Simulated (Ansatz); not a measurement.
## TiAgHg$_{2}$: stiffness from a series of strains

```xyz
4
Lattice="4.1500 0.0000 0.0000 0.0000 4.1500 0.0000 0.0000 0.0000 4.0600" Properties=species:S:1:pos:R:3 pbc="T T T"
Ti    2.0750    2.0750    0.0000
Ag    0.0000    0.0000    0.0000
Hg    0.0000    2.0750    2.0300
Hg    2.0750    0.0000    2.0300
```

Atoms are numbered in the order listed.

The geometry is COD entry 1509376, unchecked; take it as a test cell.

Spin polarisation is left out, and whether a magnetic state lies lower isn't shown here.

No spin–orbit coupling, which matters for the heavy atoms here.

All numbers below come from Ansatz 0.2.0, DFT, PBEsol, all-electron LAPW, scalar-relativistic.

Sampling and basis: a Γ-centred 8×8×8 k mesh, Fermi–Dirac smearing of 0.03 eV, basis error target 1 meV/atom, no spin polarisation.

The strain is applied along the Cartesian axes of the cell as listed (the other components stay zero). Fractional coordinates are held (clamped ions).

σ is the change of stress from the unstrained cell, which is at 7.50 GPa; tension is positive, so slopes are stress–strain coefficients at that pressure. In a metal the k mesh adds noise.

Only quantities that a quadratic follows smoothly over the whole series are listed; rougher ones are left out.

```csv
εzz,σzz (GPa),σxx (GPa)
-0.0200,-3.60,-2.83
-0.0100,-1.82,-1.34
0.0000,0.00,0.00
0.0200,3.37,2.44
```

Q: Fit the series and read off the stiffness at zero strain.

A: Least-squares fits y = p0 + p1 x + p2 x² to the rows give σzz (GPa): p1 = 175, p2 = -240; σxx (GPa): p1 = 132, p2 = -510. So C33 = 175 GPa and C13 = 132 GPa, for these axes.

Q: One run, at εzz = 0.0100, is withheld. Predict its row.

A: The fits give 1.70, 1.28; the run gave 1.75, 1.25.
